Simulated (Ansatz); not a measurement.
A relaxed structure of NaF is spoiled in several ways and relaxed again each time (noise and exchanges are one random draw each; pressure is positive under compression). These are PBE (plane waves to 420 eV, PAW, scalar-relativistic; Ansatz, a program for electronic structure) values and carry that method's errors.

```cif
data_F4Na4
_chemical_formula_sum 'F4 Na4'
_space_group_name_H-M_alt 'Fm-3m'
_space_group_IT_number 225
_space_group_name_Hall '-F 4 2 3'
_cell_length_a 4.70177
_cell_length_b 4.70177
_cell_length_c 4.70177
_cell_angle_alpha 90.000
_cell_angle_beta 90.000
_cell_angle_gamma 90.000
loop_
_atom_site_label
_atom_site_type_symbol
_atom_site_symmetry_multiplicity
_atom_site_Wyckoff_symbol
_atom_site_fract_x
_atom_site_fract_y
_atom_site_fract_z
_atom_site_occupancy
F1 F 4 a 0.00000 0.00000 0.00000 1
Na1 Na 4 b 0.50000 0.50000 0.50000 1
```
(The calculation used a cell of 2 atoms; values per cell refer to that cell.)

| change | first pressure (GPa) | first V (Å³/atom) | released (eV/atom) | moves | outcome | final group | E − E(parent) (eV/atom) |
|---|---|---|---|---|---|---|---|
| with every coordinate shifted by Gaussian noise of σ = 0.45 Å | 5.3 | 12.99 | 0.12 | 5 | returns to the parent | Fm-3m | 0.000 |
| with every coordinate shifted by Gaussian noise of σ = 0.2 Å | 3.0 | 12.99 | 0.061 | 4 | returns to the parent | Fm-3m | 0.000 |
| deformed by the Cartesian strain tensor (xx, yy, zz, yz, xz, xy) = (-0.082, -0.007, 0.165, -0.005, -0.030, -0.050) | ___ | 13.75 | ___ | 10 | ___ | ___ | ___ |
| doubled along one cell vector, shaken by Gaussian noise of σ = 0.08 Å a coordinate | 1.0 | 12.99 | 0.029 | 4 | returns to the parent | Fm-3m | 0.000 |

Task: Fill in the missing entries.

Result: 
- deformed by the Cartesian strain tensor (xx, yy, zz, yz, xz, xy) = (-0.082, -0.007, 0.165, -0.005, -0.030, -0.050), first pressure (GPa): 1.5
- deformed by the Cartesian strain tensor (xx, yy, zz, yz, xz, xy) = (-0.082, -0.007, 0.165, -0.005, -0.030, -0.050), released (eV/atom): 0.083
- deformed by the Cartesian strain tensor (xx, yy, zz, yz, xz, xy) = (-0.082, -0.007, 0.165, -0.005, -0.030, -0.050), outcome: returns to the parent
- deformed by the Cartesian strain tensor (xx, yy, zz, yz, xz, xy) = (-0.082, -0.007, 0.165, -0.005, -0.030, -0.050), final group: Fm-3m
- deformed by the Cartesian strain tensor (xx, yy, zz, yz, xz, xy) = (-0.082, -0.007, 0.165, -0.005, -0.030, -0.050), E − E(parent) (eV/atom): 0.000

First-step values come from each run's starting, coarser k-mesh (8×8×8, 8×8×9, 4×8×8). Each cell has its own k-point mesh; energy differences are given only to the digits this allows. No spin polarisation in the result.
